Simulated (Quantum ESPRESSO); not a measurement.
## Si4O6FN (finding a planted mistake in a log)

Computed values, not a measurement. The program is pw.x of Quantum ESPRESSO 7.5 (plane-wave density functional theory). The cell is made up: 12 atoms on a rutile lattice, with randomly drawn elements, strain and displacements, not relaxed. PseudoDojo standard norm-conserving files (v0.5 for PBE, v0.4.1 for LDA and PBEsol) set the functional; there is no spin polarisation, spin-orbit coupling or dispersion term, and the masses in the input are unused placeholders.

Intended input:

```
&control calculation='scf', pseudo_dir='./dojo.nc.sr.pbe.v0_5.standard.upf', outdir='./o', disk_io='medium', tprnfor=.true., tstress=.true. /
&system ibrav=0, nat=12, ntyp=4, nbnd=38, ecutwfc=84.00895049, nosym=.true., tot_charge=0,
 occupations='smearing', smearing='fd', degauss=0.0018374661
/
&electrons conv_thr=7.350e-09, electron_maxstep=60, /
ATOMIC_SPECIES
F 1.0 F.upf
N 1.0 N.upf
O 1.0 O.upf
Si 1.0 Si.upf
CELL_PARAMETERS angstrom
4.2626 -0.0135 0.0262
-0.0135 4.3058 -0.0201
0.0333 -0.0256 5.2994
ATOMIC_POSITIONS angstrom
Si 0.0263 0.0347 -0.0398
Si 2.2928 2.0813 1.3472
Si 0.0052 -0.1639 2.4958
Si 2.1544 2.0416 3.9578
O 1.2372 1.2314 -0.1637
O 2.9149 2.9347 0.0407
O 3.3316 0.8097 1.2764
O 0.8438 3.4379 1.3487
F 1.1579 1.2236 2.734
N 2.8225 2.9683 2.4339
O 3.4665 0.9269 4.0716
O 0.8392 3.4724 3.9862
K_POINTS automatic
5 5 4 1 1 1
```

The log is shortened where brackets say so; the opening notice, blank lines, dates and the lines on written files are dropped, and the path of the files is cut. It prints rydbergs, bohrs and kilobars, and counts compression as positive stress. Where no state is partly filled, the Fermi energy that it prints is only some level between the filled and the empty states on the mesh, and need not lie in the true gap.

Log of the intended run:

```
     Program PWSCF v.7.5
     Parallel version (MPI & OpenMP), running on       1 processor cores
     Number of MPI processes:                 1
     Threads/MPI process:                     1
     [start-up lines left out]
     bravais-lattice index     =            0
     lattice parameter (alat)  =       8.0553  a.u.
     unit-cell volume          =     656.3280 (a.u.)^3
     number of atoms/cell      =           12
     number of atomic types    =            4
     number of electrons       =        64.00
     number of Kohn-Sham states=           38
     kinetic-energy cutoff     =      84.0090  Ry
     charge density cutoff     =     336.0358  Ry
     scf convergence threshold =      7.3E-09
     mixing beta               =       0.7000
     number of iterations used =            8  plain     mixing
     Exchange-correlation= PBE
                           (   1   4   3   4   0   0   0)
     [axes and pseudopotential details left out]
   Cartesian axes
     site n.     atom                  positions (alat units)
         1        Si     tau(   1) = (   0.0061698   0.0081404  -0.0093368  )
         2        Si     tau(   2) = (   0.5378748   0.4882584   0.3160437  )
         3        Si     tau(   3) = (   0.0012199  -0.0384498   0.5854972  )
         4        Si     tau(   4) = (   0.5054071   0.4789451   0.9284722  )
         5        O      tau(   5) = (   0.2902385   0.2888778  -0.0384029  )
         6        O      tau(   6) = (   0.6838151   0.6884601   0.0095479  )
         7        O      tau(   7) = (   0.7815700   0.1899499   0.2994345  )
         8        O      tau(   8) = (   0.1979496   0.8065073   0.3163956  )
         9        F      tau(   9) = (   0.2716352   0.2870480   0.6413772  )
        10        N      tau(  10) = (   0.6621387   0.6963424   0.5709759  )
        11        O      tau(  11) = (   0.8132166   0.2174442   0.9551688  )
        12        O      tau(  12) = (   0.1968704   0.8146007   0.9351346  )
     number of k points=    50  Fermi-Dirac smearing, width (Ry)=  0.0018
                       cart. coord. in units 2pi/alat
        k(    1) = (   0.0997013   0.0997804   0.1004023), wk =   0.0400000
        k(    2) = (   0.0984681   0.1007153   0.3015082), wk =   0.0400000
     [further k points left out]
     Dense  grid:    68303 G-vectors     FFT dimensions: (  48,  48,  60)
     Estimated max dynamical RAM per process >      97.40 MB
     Initial potential from superposition of free atoms
     starting charge      63.9975, renormalised to      64.0000
     Starting wfcs are   48 randomized atomic wfcs
     total cpu time spent up to now is       14.2 secs
     per-process dynamical memory:    65.5 Mb
     Self-consistent Calculation
     iteration #  1     ecut=    84.01 Ry     beta= 0.70
     Davidson diagonalization with overlap
     ethr =  1.00E-02,  avg # of iterations =  3.0
     total cpu time spent up to now is       43.1 secs
     total energy              =    -301.78782904 Ry
     estimated scf accuracy    <       2.82271765 Ry
     iteration #  2     ecut=    84.01 Ry     beta= 0.70
     Davidson diagonalization with overlap
     ethr =  4.41E-03,  avg # of iterations =  2.7
     total cpu time spent up to now is       70.5 secs
     total energy              =    -302.62957049 Ry
     estimated scf accuracy    <       1.61917915 Ry
     [iterations 3 to 8 left out]
     iteration #  9     ecut=    84.01 Ry     beta= 0.70
     Davidson diagonalization with overlap
     ethr =  4.65E-09,  avg # of iterations =  2.0
     total cpu time spent up to now is      266.0 secs
     total energy              =    -302.92934037 Ry
     estimated scf accuracy    <       0.00000041 Ry
     iteration # 10     ecut=    84.01 Ry     beta= 0.70
     Davidson diagonalization with overlap
     ethr =  6.34E-10,  avg # of iterations =  2.0
     total cpu time spent up to now is      297.1 secs
     End of self-consistent calculation
     [lines on levels left out]
     the Fermi energy is    13.4979 ev
!    total energy              =    -302.92934048 Ry
     estimated scf accuracy    <          6.4E-09 Ry
     smearing contrib. (-TS)   =      -0.00000000 Ry
     internal energy E=F+TS    =    -302.92934048 Ry
     The total energy is F=E-TS. E is the sum of the following terms:
     one-electron contribution =     -38.24345105 Ry
     hartree contribution      =      67.88683666 Ry
     xc contribution           =     -81.76380123 Ry
     ewald contribution        =    -250.80892486 Ry
     convergence has been achieved in  10 iterations
     Forces acting on atoms (cartesian axes, Ry/au):
     atom    1 type  4   force =    -0.05802824   -0.05469422   -0.03667677
     atom    2 type  4   force =    -0.09906074   -0.03537110   -0.31266788
     atom    3 type  4   force =    -0.19959789   -0.07071921    0.19876270
     atom    4 type  4   force =     0.10208108    0.16228619    0.04931566
     atom    5 type  3   force =     0.04283936    0.05804058    0.14304197
     atom    6 type  3   force =     0.00030514    0.01804309   -0.09476430
     atom    7 type  3   force =     0.11420825   -0.09263900    0.03114314
     atom    8 type  3   force =    -0.02348681    0.02556349   -0.14767968
     atom    9 type  1   force =     0.01369554    0.00406272   -0.07687617
     atom   10 type  2   force =     0.14715604    0.11272202    0.41577696
     atom   11 type  3   force =    -0.00334482   -0.09664224   -0.10058356
     atom   12 type  3   force =    -0.03676690   -0.03065231   -0.06879207
     Total force =     0.748655     Total SCF correction =     0.000246
     Computing stress (Cartesian axis) and pressure
          total   stress  (Ry/bohr**3)                   (kbar)     P=      188.62
   0.00085404   0.00032416  -0.00008669          125.63       47.69      -12.75
   0.00032416   0.00077513   0.00099059           47.69      114.02      145.72
  -0.00008669   0.00099059   0.00221739          -12.75      145.72      326.19
     init_run     :     12.00s CPU     14.14s WALL (       1 calls)
     electrons    :    267.82s CPU    282.88s WALL (       1 calls)
     forces       :      5.73s CPU      5.78s WALL (       1 calls)
     stress       :     20.87s CPU     20.93s WALL (       1 calls)
     [timing details left out]
     PWSCF        :   5m 6.60s CPU   5m24.56s WALL
     JOB DONE.
```

A second run was made from an input with one planted mistake. Its log:

```
     Program PWSCF v.7.5
     Parallel version (MPI & OpenMP), running on       1 processor cores
     Number of MPI processes:                 1
     Threads/MPI process:                     1
     [start-up lines left out]
     bravais-lattice index     =            0
     lattice parameter (alat)  =       8.0553  a.u.
     unit-cell volume          =     656.3280 (a.u.)^3
     number of atoms/cell      =           12
     number of atomic types    =            4
     number of electrons       =        63.00
     number of Kohn-Sham states=           38
     kinetic-energy cutoff     =      84.0090  Ry
     charge density cutoff     =     336.0358  Ry
     scf convergence threshold =      7.3E-09
     mixing beta               =       0.7000
     number of iterations used =            8  plain     mixing
     Exchange-correlation= PBE
                           (   1   4   3   4   0   0   0)
     [axes and pseudopotential details left out]
   Cartesian axes
     site n.     atom                  positions (alat units)
         1        Si     tau(   1) = (   0.0061698   0.0081404  -0.0093368  )
         2        Si     tau(   2) = (   0.5378748   0.4882584   0.3160437  )
         3        Si     tau(   3) = (   0.0012199  -0.0384498   0.5854972  )
         4        Si     tau(   4) = (   0.5054071   0.4789451   0.9284722  )
         5        O      tau(   5) = (   0.2902385   0.2888778  -0.0384029  )
         6        O      tau(   6) = (   0.6838151   0.6884601   0.0095479  )
         7        O      tau(   7) = (   0.7815700   0.1899499   0.2994345  )
         8        O      tau(   8) = (   0.1979496   0.8065073   0.3163956  )
         9        F      tau(   9) = (   0.2716352   0.2870480   0.6413772  )
        10        N      tau(  10) = (   0.6621387   0.6963424   0.5709759  )
        11        O      tau(  11) = (   0.8132166   0.2174442   0.9551688  )
        12        O      tau(  12) = (   0.1968704   0.8146007   0.9351346  )
     number of k points=    50  Fermi-Dirac smearing, width (Ry)=  0.0018
                       cart. coord. in units 2pi/alat
        k(    1) = (   0.0997013   0.0997804   0.1004023), wk =   0.0400000
        k(    2) = (   0.0984681   0.1007153   0.3015082), wk =   0.0400000
     [further k points left out]
     Dense  grid:    68303 G-vectors     FFT dimensions: (  48,  48,  60)
     Estimated max dynamical RAM per process >      97.40 MB
     Initial potential from superposition of free atoms
     starting charge      63.9975, renormalised to      63.0000
     Starting wfcs are   48 randomized atomic wfcs
     total cpu time spent up to now is       12.7 secs
     per-process dynamical memory:    65.5 Mb
     Self-consistent Calculation
     iteration #  1     ecut=    84.01 Ry     beta= 0.70
     Davidson diagonalization with overlap
     ethr =  1.00E-02,  avg # of iterations =  3.0
     total cpu time spent up to now is       45.7 secs
     total energy              =    -302.50559773 Ry
     estimated scf accuracy    <       2.97298925 Ry
     iteration #  2     ecut=    84.01 Ry     beta= 0.70
     Davidson diagonalization with overlap
     ethr =  4.72E-03,  avg # of iterations =  2.0
     total cpu time spent up to now is       78.4 secs
     total energy              =    -303.19296868 Ry
     estimated scf accuracy    <       2.07403907 Ry
     [iterations 3 to 12 left out]
     iteration # 13     ecut=    84.01 Ry     beta= 0.70
     Davidson diagonalization with overlap
     ethr =  5.01E-10,  avg # of iterations =  1.0
     total cpu time spent up to now is      376.1 secs
     total energy              =    -303.67973364 Ry
     estimated scf accuracy    <       0.00000003 Ry
     iteration # 14     ecut=    84.01 Ry     beta= 0.70
     Davidson diagonalization with overlap
     ethr =  4.09E-11,  avg # of iterations =  2.0
     total cpu time spent up to now is      398.0 secs
     End of self-consistent calculation
     [lines on levels left out]
     the Fermi energy is     9.5957 ev
!    total energy              =    -303.67973364 Ry
     estimated scf accuracy    <          2.6E-09 Ry
     smearing contrib. (-TS)   =      -0.00048896 Ry
     internal energy E=F+TS    =    -303.67924468 Ry
     The total energy is F=E-TS. E is the sum of the following terms:
     one-electron contribution =     -39.46094896 Ry
     hartree contribution      =      67.26038456 Ry
     xc contribution           =     -80.66975542 Ry
     ewald contribution        =    -250.80892486 Ry
     convergence has been achieved in  14 iterations
     Forces acting on atoms (cartesian axes, Ry/au):
     atom    1 type  4   force =    -0.04503902   -0.03181284   -0.04470362
     atom    2 type  4   force =    -0.16560067   -0.11155044   -0.39300698
     atom    3 type  4   force =    -0.16372846   -0.00763108    0.21700465
     atom    4 type  4   force =     0.06023187    0.12119665    0.09487275
     atom    5 type  3   force =     0.04253170    0.05529474    0.14189399
     atom    6 type  3   force =     0.01291726    0.03200731   -0.09667050
     atom    7 type  3   force =     0.10585645   -0.08500700    0.05983594
     atom    8 type  3   force =     0.00947088   -0.01476772   -0.11267147
     atom    9 type  1   force =     0.02742903    0.01554414   -0.07836271
     atom   10 type  2   force =     0.15612045    0.15888899    0.42102160
     atom   11 type  3   force =    -0.01253111   -0.08678395   -0.11814192
     atom   12 type  3   force =    -0.02765839   -0.04537880   -0.09107172
     Total force =     0.798726     Total SCF correction =     0.000076
     Computing stress (Cartesian axis) and pressure
          total   stress  (Ry/bohr**3)                   (kbar)     P=      -69.76
  -0.00112501   0.00051892  -0.00013667         -165.49       76.34      -20.10
   0.00051892  -0.00095792   0.00104404           76.34     -140.91      153.58
  -0.00013667   0.00104404   0.00066036          -20.10      153.58       97.14
     init_run     :     10.48s CPU     12.59s WALL (       1 calls)
     electrons    :    358.82s CPU    385.35s WALL (       1 calls)
     forces       :      4.54s CPU      4.61s WALL (       1 calls)
     stress       :     16.81s CPU     16.86s WALL (       1 calls)
     [timing details left out]
     PWSCF        :   6m30.79s CPU   6m59.78s WALL
     JOB DONE.
```

Question: what was wrong in the second input?

Answer: the cell has the wrong charge. The input lines that differ, file-writing options aside:

```
- &system ibrav=0, nat=12, ntyp=4, nbnd=38, ecutwfc=84.00895049, nosym=.true., tot_charge=0,
+ &system ibrav=0, nat=12, ntyp=4, nbnd=38, ecutwfc=84.00895049, nosym=.true., tot_charge=1,
```

|  | intended run | run with the mistake |
| --- | --- | --- |
| free energy (eV) | -4121.564 | -4131.773 |
| smearing term -TS (eV) | 0.0000 | -0.0067 |
| pressure (GPa) | 18.86 | -6.98 |
| largest force component (eV/Å) | 10.690 | 10.825 |
| largest change of a force component (eV/Å) |  | 2.066 |
| iterations | 10 | 14 |

For scale, a rerun of the intended cell at 1437 eV and a 7 x 7 x 6 mesh moved values by no more than 0.003 eV in energy, 0.04 GPa in stress and 0.003 eV/Å in force. The charged cell sits in a uniform background, so its energy and stress rest on the program's zero of potential.